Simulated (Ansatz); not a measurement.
# Electric field gradients in Be3GeO

The calculation used DFT PBE, scalar-relativistic, plane waves, PAW (Ansatz). Settings: 420 eV plane-wave cutoff, Γ-centred 10×10×10 mesh, Fermi-Dirac smearing of 0.15 eV. No spin polarisation.

Equilibrium structure at this level:
```yaml
crystal:
  lattice:
    - [3.63564, 0.00000, 0.00000]
    - [0.00000, 3.63564, 0.00000]
    - [0.00000, 0.00000, 3.63564]
  atoms:
    - { symbol: Be, position: [0.50000, 0.50000, 0.00000] }
    - { symbol: Be, position: [0.00000, 0.50000, 0.50000] }
    - { symbol: Be, position: [0.50000, 0.00000, 0.50000] }
    - { symbol: Ge, position: [0.00000, 0.00000, 0.00000] }
    - { symbol: O, position: [0.50000, 0.50000, 0.50000] }
```

The cell was built by swapping an element in a database structure (itself possibly hypothetical) and relaxing; it need not be the stable form of this composition. In a metal these results depend on the k mesh and the smearing. A semilocal functional can close a gap that the real compound has.

Question: Give V_zz (10²¹ V/m²) and the asymmetry η at each distinct site.

Answer:
| atom | V_zz | η |
| --- | --- | --- |
| Be (atom 1) | 0.075 | 0.00 |
| Ge (atom 4) | 0.000 | zero by symmetry |
| O (atom 5) | 0.000 | zero by symmetry |